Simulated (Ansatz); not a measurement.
# TiI3 (ReO3-type structure)

The computed numbers are results of PBEsol, scalar-relativistic (collinear spin) in the plane-wave PAW code Ansatz at 420 eV, 6×6×6 k-mesh, Gaussian smearing of 0.05 eV. The datasets are Ansatz's generated set soft_2.

```yaml
crystal:
  lattice:
    - [5.49686, 0.00000, 0.00000]
    - [0.00000, 5.49686, 0.00000]
    - [0.00000, 0.00000, 5.49686]
  atoms:
    - { symbol: Ti, position: [0.00000, 0.00000, 0.00000] }
    - { symbol: I, position: [0.50000, 0.00000, 0.00000] }
    - { symbol: I, position: [0.00000, 0.00000, 0.50000] }
    - { symbol: I, position: [0.00000, 0.50000, 0.00000] }
```

The start was a prototype's sites filled with these elements. The Crystallography Open Database lists the compound in space groups Pmmn, P63/mcm, so this is a trial structure. The ideal cubic cell shuts out tilts of the octahedra, which such structures often take.

Magnetic state: ferromagnetic, site spin moments Ti 0.72 μB.

The cell above was scaled in volume, its shape and atoms being fixed by the lattice's symmetry. Energies are counted from the cell above.

Cell and atoms are those of this level's equilibrium.

```tsv
V (Å³/atom)	ΔE (meV/atom)	P (GPa)	largest moment (μB)
39.86	6.6	1.20	0.41
40.69	1.8	0.69	0.70
41.52	0.0	0.01	0.72
42.35	?	?	?
43.18	6.0	-1.13	0.75
```

Task: Fill in the withheld row.

Result: ΔE (meV/atom): 1.5, P (GPa): -0.59, largest moment (μB): 0.73.

Task: Can a bulk modulus be trusted from these points?

Result: No. The site moments jump between neighbouring points, so the points belong to different magnetic states and not to one curve.

The moment grows with the volume: wider spacing narrows the bands, and exchange then polarises them more fully.

Spin–orbit coupling, which matters for such heavy elements, is left out. Site moments are of spin, integrated over atomic spheres. No antiparallel order was tried. The run is a metal.
